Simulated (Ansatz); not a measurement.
# B4As3N (ordering on zincblende) by several functionals

All numbers come from the PAW code Ansatz. The cell comes from a prototype generator: it can be a known phase or a hypothetical one. No magnetic order is allowed.

The cell is B4As3N, ordered on the zincblende lattice (Pmm2) with 8 atoms a cell; cell and atoms were relaxed with r2SCAN. The symmetry is Pmm2 (No. 25, orthorhombic); conventional cell a = 3.216 Å, b = 6.435 Å, c = 4.481 Å, 11.59 Å³ an atom. N has 4 B at 1.60–1.85 Å; B has 2 N at 1.85 Å and 2 As at 2.05 Å; As has 4 B at 2.00–2.05 Å; B has 1 N at 1.60 Å and 3 As at 2.04–2.17 Å; As has 4 B at 2.01–2.17 Å; B has 4 As at 2.00–2.01 Å.

Relaxed lattice by functional, symmetry kept:

| functional | k mesh | a (Å) | b (Å) | c (Å) | volume (Å³/atom) |
| --- | --- | --- | --- | --- | --- |
| PBE | 8×4×6 | 3.228 | 6.464 | 4.502 | 11.74 |
| r2SCAN | 8×4×6 | 3.216 | 6.435 | 4.481 | 11.59 |

Band edges at fixed r2SCAN geometry:

| level | k mesh | gap (eV) | kind | edges | least direct gap (eV) | rough cost |
| --- | --- | --- | --- | --- | --- | --- |
| PBE | 8×4×6 | 0.18 | direct | Γ | 0.18 | 30 core-seconds |
| PBE+SOC | 8×4×6 | 0.17 | direct | Γ | 0.17 | 2.9 core-minutes |
| r2SCAN | 8×4×6 | 0.35 | direct | Γ | 0.35 | 40 core-seconds |

PBE, PBE+SOC: smearing of 0.02 eV; the others have fixed occupations.
Wave cutoffs: 420 eV, 500 eV (r2SCAN). Run but not listed, since they were read on a mesh alone, on too coarse a mesh, or into states of the vacuum: HSE06, PBE0.
Costs come from shared machines and give only the order; PBE's includes the band path. The runs had 4 threads of Arm Neoverse V2, with other jobs on the host.

The r2SCAN gap is direct at Γ: 0.35 eV. Spin-orbit coupling changes the PBE gap by -0.005 eV, to 0.17 eV. With so small a gap spin-orbit coupling can invert the bands, which the size of the gap doesn't show: the edges may have crossed and parted again.

For gaps to 0.1 eV, spin-orbit coupling (up to 0.01 eV here) can be left out. All these functionals give a gap of the same kind, direct.

r2SCAN (ground state on 6×4×6): The electronic dielectric tensor ε∞ is 9.05, 8.97 and 8.99 along x, y and z. Born charges, averaged over directions: N -2.72, B -0.49 to +1.28, As +0.12 to +0.26 e.

Only the levels marked +SOC include spin-orbit coupling.
